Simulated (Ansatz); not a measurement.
Relax this structure to zero stress and force, keeping its symmetry:

```
CELL_PARAMETERS angstrom
0.00000 5.61610 5.61610
5.61610 0.00000 5.61610
5.61610 5.61610 0.00000
ATOMIC_POSITIONS crystal
Cs 0.25000 0.25000 0.25000
Cs 0.75000 0.75000 0.75000
Ag 0.50000 0.50000 0.50000
Bi 0.00000 0.00000 0.00000
Br 0.25055 0.74945 0.25055
Br 0.25055 0.74945 0.74945
Br 0.74945 0.25055 0.74945
Br 0.74945 0.25055 0.25055
Br 0.25055 0.25055 0.74945
Br 0.74945 0.74945 0.25055
```

Computed with DFT PBE, scalar-relativistic, plane waves, PAW in Ansatz 0.2.0.

Cutoff 420 eV; k points 4×4×4 on the computed 10-atom cell (Γ-centred); Gaussian smearing, width 0.02 eV; no spin polarisation.

Q: What does it relax to?

A: The volume rises by 2.44 Å³/atom to 37.86 Å³/atom, and the energy falls by 13.7 meV/atom. Final structure:
```cif
data_structure
_symmetry_space_group_name_H-M 'P 1'
_symmetry_Int_Tables_number 1
_cell_length_a 8.1204
_cell_length_b 8.1204
_cell_length_c 8.1204
_cell_angle_alpha 60.000
_cell_angle_beta 60.000
_cell_angle_gamma 60.000
_cell_volume 378.64
loop_
_atom_site_label
_atom_site_type_symbol
_atom_site_fract_x
_atom_site_fract_y
_atom_site_fract_z
_atom_site_occupancy
Cs1 Cs 0.25000 0.25000 0.25000 1
Cs2 Cs 0.75000 0.75000 0.75000 1
Ag1 Ag 0.50000 0.50000 0.50000 1
Bi1 Bi 0.00000 0.00000 0.00000 1
Br1 Br 0.25131 0.74869 0.25131 1
Br2 Br 0.25131 0.74869 0.74869 1
Br3 Br 0.74869 0.25131 0.74869 1
Br4 Br 0.74869 0.25131 0.25131 1
Br5 Br 0.25131 0.25131 0.74869 1
Br6 Br 0.74869 0.74869 0.25131 1
```

Course of the relaxation (steps run on the plane waves of an earlier cell, and the basis is chosen afresh near the end, so energy and pressure can step there; trial steps that raised the energy were taken back; energies are free energies):

```tsv
step	E − E_final (meV/atom)	largest force component (eV/Å)	P (GPa)	V (Å³/atom)
1	13.7	0.290	1.87	35.43
2	2.2	0.199	0.16	37.24
3	0.3	0.051	0.08	37.58
4	0.2	0.001	-0.03	37.86
5	0.0	0.001	-0.03	37.86
```

Spin–orbit coupling is left out, which can shift energies with elements as heavy as these.